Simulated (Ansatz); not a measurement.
Ag (fcc (Cu type)) was relaxed and computed twice in Ansatz (plane waves, PAW), once with LDA and once with PBEsol.

```csv
,run 1,run 2
cell,"a = b = c = 4.053 Å, α = β = γ = 90.00°","a = 4.002 Å, b = 4.002 Å, c = 4.002 Å, α = 90.00°, β = 90.00°, γ = 90.00°"
B₀ by P(V) fit (GPa),118,138
K_Hill (GPa),119,139
G_Hill (GPa),33.9,39.4
Θ_D (K),233,250
```

Problem. Which run used which functional?

Solution. Run 1 is PBEsol, run 2 is LDA.

All cells were relaxed under the symmetry of their starts (and spin orders); stability against distortions was not tested throughout. Rows with no word on spin ran without spin polarisation. Spin–orbit coupling is left out wherever it is not named.

Potentials: the earlier of the program's two PAW sets.

Ansatz (a first-principles code) is a plane-wave DFT program.
